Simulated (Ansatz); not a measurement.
The start is a relaxed Te cell with every coordinate shifted by Gaussian noise of σ = 0.3 Å. Cell shape, volume and atoms are optimised at zero target pressure with PBE (plane waves to 420 eV, PAW, scalar-relativistic; Ansatz, a program for electronic structure). First-step values are on the input's coarse k-mesh.

Ansatz input (later rounds restart from its end on a renewed k-mesh):
Ansatz 0.2 input:
```yaml
crystal:
  lattice:
    - [4.5207374333, 0, 0]
    - [-2.2603687166, 3.9150734611, 0]
    - [0, 0, 5.9545107712]
  atoms:
    - { symbol: Te, position: [0.3627207398, 0.1153882373, 0.2356854171] }
    - { symbol: Te, position: [-0.0239949457, 0.2043522017, 0.6396333291] }
    - { symbol: Te, position: [0.739976777, 0.7170099968, 0.0346884163] }
basis: { ecutwfc: 420, ecutrho_ratio: 4, xc_grid: 2, fft_grid_basis: typed }
kpoints: { mp_grid: { grid: [6, 6, 4] } }
hamiltonian:
  xc: pbe
  dispersion: none
  pseudopotentials: { kind: paw }
scf: { occupations: { method: fermi_dirac, width: 0.05 } }
relax: { f_tol: 0.01, max_steps: 100, cell: { stress_tol: 0.02 } }
output: { forces: true, stress: true }
```

```json
{
 "initial_pressure": "+5.1 GPa (positive: the cell is compressed)",
 "largest_initial_force": "2.85 eV/Å, on Te1 (atoms numbered as listed)",
 "relative_to_the_parent": "It relaxes back to the parent, P3₁21 (No. 152)",
 "Shortest distances (start → end)": "The closest pairs of elements (up to four, under 3.6 Å), start → end: Te–Te 2.66 → 2.89 Å",
 "band_gap_at_the_end": "0.23 eV, direct within 0.03 eV (at H) (no spin-orbit coupling)",
 "optimiser_moves": "11"
}
```

Final values are on a 9×9×6 k-mesh of the relaxed cell. No spin polarisation in the result. Spin-orbit coupling is missing; with elements this heavy it can move band edges by tenths of an eV or more.
